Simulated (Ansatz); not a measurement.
**From the elastic tensor of YP to moduli and sound speeds**

Computed with DFT PBEsol, spin-orbit coupling, plane waves, PAW in Ansatz 0.2.0. Settings: 420 eV plane-wave cutoff, Γ-centred 8×8×8 mesh, fixed occupations. Spin–orbit coupling included, no magnetic order.

Symmetry: F-43m, No. 216, cubic system. Conventional cell: a = 6.225 Å, b = 6.225 Å, c = 6.225 Å, α = 90.00°, β = 90.00°, γ = 90.00°. Around Y (site symmetry -43m) lie 4 P at 2.70 Å. Around P (site symmetry -43m) lie 4 Y at 2.70 Å.

The cell is the ideal cubic zincblende prototype; whether it is the stable structure of this composition wasn't checked.

Relaxed-ion constants (GPa, on the Cartesian axes of the calculation):
```
62.6 57.0 57.0  0.0  0.0  0.0
57.0 62.6 57.0  0.0  0.0  0.0
57.0 57.0 62.6  0.0  0.0  0.0
 0.0  0.0  0.0 11.4  0.0  0.0
 0.0  0.0  0.0  0.0 11.4  0.0
 0.0  0.0  0.0  0.0  0.0 11.4
```

Density 3.301 g/cm³; 2 atoms in 60.30 Å³.

The values that follow are for a polycrystal of randomly turned grains, by Hill's mean where one number stands. In a crystal this anisotropic the Voigt and Reuss bounds lie far apart, so Hill's mean and the sound speeds and Debye temperature from it are rough.

With S = C⁻¹: B_V = (C11+C22+C33+2(C12+C13+C23))/9, G_V = (C11+C22+C33−C12−C13−C23+3(C44+C55+C66))/15, 1/B_R = S11+S22+S33+2(S12+S13+S23), 15/G_R = 4(S11+S22+S33−S12−S13−S23)+3(S44+S55+S66); Hill is their mean. Then v_l = √((B+4G/3)/ρ), v_t = √(G/ρ), v_m = [(2/v_t³+1/v_l³)/3]^(−1/3) and Θ = (ħ/k_B)·v_m·(6π²n/V)^(1/3) for n atoms in the volume V; E = 9BG/(3B+G), ν = (3B−2G)/(2(3B+G)) and A^U = 5G_V/G_R + B_V/B_R − 6.

- Bulk modulus, Voigt / Reuss / Hill: 58.9 / 58.9 / 58.9 GPa
- Shear modulus, Voigt / Reuss / Hill: 8.0 / 5.1 / 6.5 GPa
- Young's modulus: 19 GPa
- Poisson ratio: 0.446
- Pugh ratio B/G: 9.00
- Universal anisotropy index: 2.75
- Longitudinal and transverse sound speeds: 4525 and 1408 m/s
- Debye temperature from the mean sound speed: 153 K

Cost: 1 run of about 11 core-minutes, on Intel Xeon Processor @ 2.50GHz (Skylake/Cascade Lake) (shared hosts).